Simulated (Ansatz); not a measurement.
CaI2:
```yaml
crystal:
  lattice:
    - [4.48979, 0.00000, 0.00000]
    - [-2.24490, 3.88828, 0.00000]
    - [0.00000, 0.00000, 7.05712]
  atoms:
    - { symbol: Ca, position: [0.00000, 0.00000, 0.00000] }
    - { symbol: I, position: [0.33333, 0.66667, 0.25021] }
    - { symbol: I, position: [0.66667, 0.33333, 0.74979] }
```

Relaxed with r²SCAN+D4.

Problem. Map the electron localisation function on the plane through (0.000, 0.000, 0.000) spanned by u = [0, 0, 1] and v = [1, -1, 0] in lattice vectors, from r²SCAN+D4 (plane waves, PAW; program Ansatz).

Solution. x is the fraction of u, y of v (the angle between them is 90°; rows are the nearest grid lines); atoms in the plane: Ca at (0.00, 0.00), I at (0.25, 0.33), I at (0.75, 0.67).
```
|889985000000000000000000000000589988|
|999972000000000000000000000000279999|
|999841000000000000000011222100048999|
|442100000000000000002467788874100234|
|000000000000000000146889988999874100|
|000000000000000000268898887788998520|
|410000000000000002589987655566788874|
|520000000000000004799876312124678875|
|520000000000000004799876312124678875|
|520000000000000002689877532235678875|
|200012445544310000268988776677888752|
|002467888888875200014788888888886410|
|014688888888887410002578888888764200|
|257888776677889862000013445544210002|
|578876532235778986200000000000000025|
|578876421213678997400000000000000025|
|578876421213678997400000000000000025|
|478887665556789985200000000000000014|
|025899887788898862000000000000000000|
|001478999889988641000000000000000000|
|432001478887764200000000000000001244|
|999840001222110000000000000000148999|
|999972000000000000000000000000279999|
|889985000000000000000000000000589988|
```
Scale: ten equal steps from 0.002 (start of '0') to 0.866 (end of '9'), in the order '0123456789'; x runs from 0.000 to 1.00, y from 0.000 (bottom) to 1.00 (top).

The density is the valence pseudo-density with augmentation charge, so density and ELF within about 1 Å of a nucleus are not all-electron values.

Space group P-3m1 (CdI2 type). The first step of the workflow began from a Materials Project structure, measured or hypothetical; the Crystallography Open Database files this formula in space group No. 164, but the cells were not matched. Its standing as an ambient phase is unchecked. The cell was relaxed with r²SCAN+D4 under the symmetry of its start; its stability against distortions is not shown here. Scalar-relativistic: spin–orbit coupling is off unless named, which matters more the heavier the elements.

Potentials: the later of the program's two PAW sets.
